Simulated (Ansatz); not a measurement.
**Compressing CdSe: a fit and a missing row**

CdSe, P6_3mc, a = 4.341 Å, c = 7.076 Å. Ansatz: r2SCAN, PAW, 500 eV, Γ-centred 6×6×4 mesh on 4 atoms, Gaussian smearing 0.02 eV; no spin polarisation. Shape and atoms are relaxed at each volume; pressure is positive in compression.

| V (Å³/atom) | P (GPa) |
| --- | --- |
| 25.402 | ? |
| 26.268 | 6.01 |
| 27.134 | 3.66 |
| 28.000 | 1.68 |
| 28.866 | 0.00 |
| 29.732 | -1.42 |
| 30.598 | -2.62 |
| 31.753 | -3.94 |

Problem. Take V0 = 28.866 Å³/atom, fit the third-order Birch–Murnaghan form to the other rows, and predict the missing pressure.

Solution. With the Eulerian strain f = ½[(V0/V)^(2/3) − 1] and y = P/[3f(1 + 2f)^(5/2)], the form is the line y = B0 + 1.5 B0 (B0′ − 4) f. Rows (f, y): 0.03245, 52.8; 0.02106, 52.3; 0.01026, 51.9; -0.00976, 50.9; -0.01905, 50.5; -0.03079, 50.0. Means f = 0.0006950, y = 51.400; Σ(Δf)² = 0.003005, ΣΔfΔy = 0.1346; the slope is their ratio. y = 51.37 + 44.81 f GPa, so B0 = 51.4 GPa and B0′ = 4 + 2 × (44.81)/(3 × 51.37) = 4.58. At V = 25.402, f = 0.04448, y = 53.36 and P = 8.81 GPa. The run gave 8.79 GPa, so the fit is 0.02 GPa too high, a small miss on the scale of the series.

Cost: 8 runs of about 10 core-minutes in all, on Intel Xeon Processor @ 2.50GHz (Skylake/Cascade Lake) (shared hosts).